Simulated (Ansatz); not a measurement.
Question: Mg (hcp (Mg type), P6_3/mmc) is relaxed with DFT-LDA in the program Ansatz with PAW potentials. What lattice parameters of the conventional cell result?

Answer: a = 3.147 Å, c = 5.038 Å.

The cell was relaxed with LDA under the symmetry of its start. Axis ratios of metals converge slowly with the k-mesh, so a and c are less sure than the volume.

Potentials: the earlier of the program's two PAW sets. The files were generated under PBE; for other functionals the program regenerates the frozen cores, and for LDA and PBEsol the local potential too.
